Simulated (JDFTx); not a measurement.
Reference run:

Os(0001) slab cut from bulk Os (space group P6_3/mmc, indices of the conventional cell, lattice of the Materials Project entry mp-49, not re-optimised): 4 atoms in 4 planes, a 1x1 cell of 6.53 Å² (|a| = 2.746, |b| = 2.746 Å), 6.5 Å between the outermost planes, cell height 22.5 Å, 10×10×1 k mesh, Fermi smearing 0.01 Ha, no spin polarisation.

The reference is PBE, GBRV ultrasoft potentials, plane waves to 20/100 Ha; code: JDFTx (a modified build). Unrelaxed; liquid: linear PCM (GLSSA13), water, 1 M KCl. Potentials refer to SHE, placed 4.44 V below the bulk liquid's zero by convention.

```
Fermi smearing width  work function (eV)  U_pzc (V)  mean C above U_pzc (μF/cm²)  k states × plane waves  cycles, vacuum run  rough core time, vacuum run
--------------------  ------------------  ---------  ---------------------------  ----------------------  ------------------  ---------------------------
0.02 Ha                                ?          ?                16 over 0.5 V               14 × 4236                  19                        3 min
0.01 Ha                             5.33       0.62                17 over 0.5 V               14 × 4236                  20                        3 min
0.005 Ha                            5.36       0.65                16 over 0.5 V               14 × 4236                  20                        2 min
0.003 Ha                            5.36       0.65                            –               14 × 4236                  21                        3 min
```

Question: Fill in the missing entries.

Answer: 
- 0.02 Ha, work function (eV): 5.29
- 0.02 Ha, U_pzc (V): 0.59

The times are rough (shared hosts); only ratios past two mean anything.
